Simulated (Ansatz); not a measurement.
## Ge, one cell by several methods

```
Ge
1.0
     0.00000    2.82877    2.77219
     2.82877    0.00000    2.77219
     2.82877    2.82877    0.00000
Ge
2
Direct
  0.50000 0.50000 0.50000
  0.75000 0.75000 0.75000
```

Atom numbers follow the list: Ge1, Ge2.

The structure is an experimental refinement, used without relaxation. The listed cell was then made from it by scaling, straining or moving an atom.

Methods: DFT, LDA, PAW with Ansatz's default frozen-core files, scalar-relativistic (Ansatz 0.2.0); DFT, LDA, all-electron LAPW, scalar-relativistic (Ansatz 0.2.0).

For PAW: a Γ-centred 10×10×10 k mesh, Fermi–Dirac smearing of 0.05 eV, cutoff 420 eV, no spin polarisation; the PAW files were made with PBE, and the program remakes their frozen cores for this functional. LAPW targets a basis error of 0.25 meV/atom. The Ansatz runs share mesh, smearing and spin set-up. Plane-wave (PAW) pressures include the program's estimate of the Pulay term.

Stress and pressure are positive in compression.

PAW results:

| quantity | PAW |
| --- | --- |
| pressure (GPa) | 0.09 |
| stress xx (GPa) | -0.39 |
| stress zz (GPa) | 1.05 |

Q: What does all-electron LAPW give for the same quantities?

A: 
```tsv
quantity	LAPW
pressure (GPa)	0.11
stress xx (GPa)	-0.37
stress zz (GPa)	1.07
```
